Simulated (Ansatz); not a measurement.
BaN2:
Space group C2/c (No. 15); a = 7.1431 Å, b = 4.4048 Å, c = 7.2827 Å, α = γ = 90.00°, β = 104.80°

| atom | site | symmetry | x | y | z |
|---|---|---|---|---|---|
| Ba | 4e | 2 | 0.0000 | 0.2054 | 0.2500 |
| N | 8f | 1 | 0.2971 | 0.1468 | 0.0451 |
(The calculation used a cell of 6 atoms; values per cell refer to that cell.)

Relaxed with r²SCAN.

Question: Tabulate the valence density and the electron localisation function along the shortest Ba–N contact (2.65 Å), plane-wave PAW r²SCAN (Ansatz code).

Answer: 

```tsv
distance from Ba (Å)	density (e/Å³)	ELF
0.26	0.51	0.01
0.40	0.88	0.17
0.53	1.24	0.55
0.66	1.38	0.78
0.79	1.24	0.84
0.93	0.94	0.83
1.06	0.62	0.70
1.19	0.39	0.38
1.32	0.26	0.13
1.46	0.23	0.09
1.59	0.29	0.22
1.72	0.44	0.58
1.85	0.75	0.81
1.98	1.28	0.88
2.12	2.15	0.87
2.25	3.18	0.79
2.38	3.83	0.54
```

The density is the valence pseudo-density with augmentation charge, so density and ELF within about 1 Å of a nucleus are not all-electron values.

The first step of the workflow began from a Materials Project structure, measured or hypothetical; the Crystallography Open Database copy checked does not list it. Whether it is the stable phase at ambient conditions was not checked. Symmetry was held in the r²SCAN relaxation; its stability against distortions is not shown here. Spin–orbit coupling is left out wherever it is not named.

Potentials: the later of the program's two PAW sets.
